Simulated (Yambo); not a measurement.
G0W0@LDA for RbBH4 (space group F-43m, No. 216) in Yambo. Reference settings: 4×4×4 Γ-centred k mesh, 143 bands and a 8 Ry block in the screening, 143 bands in G with the Bruneval-Gonze terminator, plasmon pole fitted at 27.2 eV. The LDA gap Γ → X on this mesh is 5.63 eV; G0W0 gaps are taken between the same points.

Gap (Γ → X) in eV against the number of bands and the screening block, terminator on:

```json
[
 {"bands (W and G)": "27", "2 Ry": "8.740", "3 Ry": "8.798", "5 Ry": "8.877", "6 Ry": "8.896", "8 Ry": "8.910"},
 {"bands (W and G)": "47", "2 Ry": "8.600", "3 Ry": "8.677", "5 Ry": "8.805", "6 Ry": "8.836", "8 Ry": "8.860"},
 {"bands (W and G)": "74", "2 Ry": "8.556", "3 Ry": "8.636", "5 Ry": "8.796", "6 Ry": "8.836", "8 Ry": "8.870"},
 {"bands (W and G)": "109", "2 Ry": "8.540", "3 Ry": "8.621", "5 Ry": "8.805", "6 Ry": "8.854", "8 Ry": "8.895"},
 {"bands (W and G)": "143", "2 Ry": "8.537", "3 Ry": "8.618", "5 Ry": "8.811", "6 Ry": "8.865", "8 Ry": "8.912"}
]
```

Rough cost of the Yambo step against the reference (shared machines):

| bands (W and G) | 2 Ry | 3 Ry | 5 Ry | 6 Ry | 8 Ry |
|---|---|---|---|---|---|
| 27 | 1/9 | 1/7 | 1/7 | 1/7 | 1/5 |
| 47 | 1/5 | 1/4 | 1/4 | 1/3 | 1/3 |
| 74 | 1/4 | 1/3 | 1/3 | 1/3 | 1/2 |
| 109 | 1/2 | 1/2 | ~1 | ~1 | ~1 |
| 143 | ~1 | ~1 | ~1 | ~1 | 1 |

At the largest block the last step in bands moves the gap by 0.017 eV; at the most bands the last step in the block moves it by 0.047 eV.

Geometry of the Materials Project entry, not relaxed at this level; primitive cell a = b = c = 4.884 Å, α = β = γ = 60.00°.

The structure is a Materials Project entry; no match was found in the copy of COD used, and its stability was not checked.
